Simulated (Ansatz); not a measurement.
Input:

Co2Si:
```xyz
12
Lattice="4.8068 0.0000 0.0000 0.0000 3.6718 0.0000 0.0000 0.0000 6.9700" Properties=species:S:1:pos:R:3 pbc="T T T"
Co     3.9738     2.7539     3.9383
Co     0.8330     0.9180     3.0317
Co     3.2365     0.9180     0.4533
Co     1.5704     2.7539     6.5167
Co     2.5857     0.9180     5.0112
Co     2.2212     2.7539     1.9588
Co     4.6246     2.7539     1.5262
Co     0.1823     0.9180     5.4438
Si     0.9591     0.9180     0.7317
Si     3.8477     2.7539     6.2383
Si     1.4443     2.7539     4.2167
Si     3.3625     0.9180     2.7533
```
The run is spin-polarised; directions of the spins, atom by atom: 0 0 0 0 ↑ ↑ ↑ ↑ 0 0 0 0.

This is the PBEsol-relaxed structure.

Problem. All from the program Ansatz at the PBEsol level (PAW), unless another level is named. Estimate the electronic character.

Solution. metallic (no gap).

Problem. And the formation energy from the elements (no fitted shifts)?

Solution. -0.54 eV/atom.

Problem. And the density of states at the Fermi level?

Solution. 0.85 states/eV per atom (mean over ±0.08 eV).

Space group Pnma. Symmetry was held in the PBEsol relaxation. Spin order of the final state: ferromagnetic, the only order run, not a proven ground state. The references are the lowest solids computed at this level, not always the standard phases.

Potentials: the earlier of the program's two PAW sets. The files were generated under PBE; for other functionals the program regenerates the frozen cores, and for LDA and PBEsol the local potential too.
